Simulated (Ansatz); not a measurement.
This LuNb3Si3 structure is the end of a relaxation. The cell was found from a structure generator's guess, not taken from experiment.

The calculation used DFT PBE, scalar-relativistic, plane waves, PAW in Ansatz. Cutoff 420 eV, Γ-centred mesh, Gaussian smearing, no spin polarisation.

```yaml
crystal:
  lattice:
    - [5.14549, 0.00000, 0.00000]
    - [0.00000, 5.14549, 0.00000]
    - [0.00000, 0.00000, 5.14549]
  atoms:
    - { symbol: Lu, position: [0.00000, 0.00000, 0.00000] }
    - { symbol: Nb, position: [0.00000, 0.50000, 0.50000] }
    - { symbol: Nb, position: [0.50000, 0.00000, 0.50000] }
    - { symbol: Nb, position: [0.50000, 0.50000, 0.00000] }
    - { symbol: Si, position: [0.50000, 0.00000, 0.00000] }
    - { symbol: Si, position: [0.00000, 0.50000, 0.00000] }
    - { symbol: Si, position: [0.00000, 0.00000, 0.50000] }
```

Formation energies are uncorrected and refer to the elements' standard structures at the same level.

**Question.** What space group does it have?

**Answer.** Pm-3m (No. 221). Conventional cell: a = 5.145 Å. Lu has 6 Si at 2.57 Å and 12 Nb at 3.64 Å; around Nb lie 4 Si at 2.57 Å, 4 Lu at 3.64 Å and 8 Nb at 3.64 Å; around Si lie 2 Lu at 2.57 Å and 4 Nb at 2.57 Å.

**Question.** How far does it lie from the elements in energy?

**Answer.** +0.10 eV/atom. The separate elements lie lower, so it is unstable against them.

**Question.** Is it a metal?

**Answer.** Yes, bands cross the Fermi level on the 8×8×8 mesh.

The last run used an 8×8×8 mesh for its 7-atom cell and Gaussian smearing of 0.10 eV. The cell is a metal run without spin, though a test with spin on the coarse mesh kept 1.0 μB a cell, so a magnetic state probably lies lower. A structure relaxed within its symmetry needn't be a true minimum.
